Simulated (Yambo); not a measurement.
```
K2RhAgF6
1.0
    0.00000     4.37765     4.37765
    4.37765     0.00000     4.37765
    4.37765     4.37765     0.00000
F K Rh Ag
6 2 1 1
Direct
  0.23131   0.23131   0.76869
  0.76869   0.76869   0.23131
  0.76869   0.23131   0.23131
  0.23131   0.76869   0.76869
  0.23131   0.76869   0.23131
  0.76869   0.23131   0.76869
  0.25000   0.25000   0.25000
  0.75000   0.75000   0.75000
  0.00000   0.00000   0.00000
  0.50000   0.50000   0.50000
```

Workflow: norm-conserving PBEsol (Quantum ESPRESSO, 88 Ry, no spin-orbit coupling), then G0W0 in Yambo (2×2×2 Γ-centred k mesh, bands 9 to 328 and a 8 Ry block in the screening, 328 bands in G with the Bruneval-Gonze terminator, plasmon pole fitted at 27.2 eV).

Problem. Give the PBEsol and G0W0 gaps between the band edges found on this mesh, and say where the edges lie.

Solution. Edges: X → X. PBEsol: 1.14 eV; G0W0: 3.41 eV. Convergence of the G0W0 settings was not tested. The k mesh is coarse. Spin-orbit splittings are left out.

Geometry of the Materials Project entry, not relaxed at this level.

The structure is a Materials Project entry; no match was found in the copy of COD used, and its stability was not checked.
